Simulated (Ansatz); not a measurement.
Geometry optimisation in Ansatz: input, command and trajectory.

```yaml
crystal:
  lattice:
    - [5.0840194121, 0.0, 0.0]
    - [-2.5420097061, 4.4028899642, 0.0]
    - [0.0, 0.0, 2.8605765051]
  atoms:
    - { symbol: Ta, position: [0.0, 0.0, 0.0] }
    - { symbol: Ta, position: [0.3333333333, 0.6666666667, 0.5] }
    - { symbol: Ta, position: [0.6666666667, 0.3333333333, 0.5] }
    - { symbol: "N", position: [0.5, 0.0, 0.0] }
    - { symbol: "N", position: [0.5, 0.5, 0.0] }
    - { symbol: "N", position: [0.0, 0.5, 0.0] }
basis:
  ecutwfc: 420
kpoints:
  mp_grid: { grid: [12, 12, 12] }
hamiltonian:
  xc: pbesol
scf:
  occupations: { method: gaussian, width: 0.1 }
output:
  forces: true
  stress: true
  eigenvalues: true
relax:
  adjacent_minimum: "off"
  f_tol: 0.01
  max_steps: 30
  cell: { stress_tol: 0.1, fix: [volume] }
```

```bash
ansatz run input.yaml --threads 1 --pin off --max-ram 2560MiB --backend cpu --events-out ev --progress --plain --runs-dir out
```

Theory: DFT PBEsol, scalar-relativistic, plane waves, PAW in Ansatz.

The volume is held at 0.94 times that of the relaxed cell.

Of 4 frames 3 are shown, positions in Å and forces in eV/Å; the SCF threshold varies from step to step. Steps run on the plane waves of an earlier cell, with a Pulay correction in the pressure. The basis is chosen afresh for the last frame, the zero of the energies, and at times for earlier ones too; energy and pressure step there, also at an unchanged geometry.

```xyz
6
Lattice="5.0840 0.0000 0.0000 -2.5420 4.4029 0.0000 0.0000 0.0000 2.8606" Properties=species:S:1:pos:R:3:forces:R:3 pbc="T T T" step=1 free_energy_over_end_meV_per_atom=0.90 pressure_GPa=21.90
Ta    0.0000    0.0000    0.0000    0.0000    0.0000    0.0000
Ta    0.0000    2.9353    1.4303    0.0000    0.0000    0.0000
Ta    2.5420    1.4676    1.4303    0.0000    0.0000    0.0000
N     2.5420    0.0000    0.0000    0.0000    0.0000    0.0000
N     1.2710    2.2014    0.0000    0.0000    0.0000    0.0000
N    -1.2710    2.2014    0.0000    0.0000    0.0000    0.0000
6
Lattice="5.0599 0.0000 0.0000 -2.5299 4.3820 0.0000 0.0000 0.0000 2.8879" Properties=species:S:1:pos:R:3:forces:R:3 pbc="T T T" step=2 free_energy_over_end_meV_per_atom=0.31 pressure_GPa=20.53
Ta    0.0000    0.0000    0.0000    0.0000    0.0000    0.0000
Ta    0.0000    2.9213    1.4440    0.0000    0.0000    0.0000
Ta    2.5299    1.4607    1.4440    0.0000    0.0000    0.0000
N     2.5299    0.0000    0.0000    0.0000    0.0000    0.0000
N     1.2650    2.1910    0.0000    0.0000    0.0000    0.0000
N    -1.2650    2.1910    0.0000    0.0000    0.0000    0.0000
6
Lattice="5.0686 0.0000 0.0000 -2.5343 4.3895 0.0000 0.0000 0.0000 2.8780" Properties=species:S:1:pos:R:3:forces:R:3 pbc="T T T" step=4 free_energy_over_end_meV_per_atom=0.00 pressure_GPa=21.02
Ta    0.0000    0.0000    0.0000    0.0000    0.0000    0.0000
Ta    0.0000    2.9264    1.4390    0.0000    0.0000    0.0000
Ta    2.5343    1.4632    1.4390    0.0000    0.0000    0.0000
N     2.5343    0.0000    0.0000    0.0000    0.0000    0.0000
N     1.2672    2.1948    0.0000    0.0000    0.0000    0.0000
N    -1.2672    2.1948    0.0000    0.0000    0.0000    0.0000
```

Time: 20 s on 1 thread of AMD EPYC 9R45 96-Core Processor (Zen 5), on a shared host, peak memory 0.56 GiB.

Spin–orbit coupling is left out, which can shift energies with elements as heavy as these.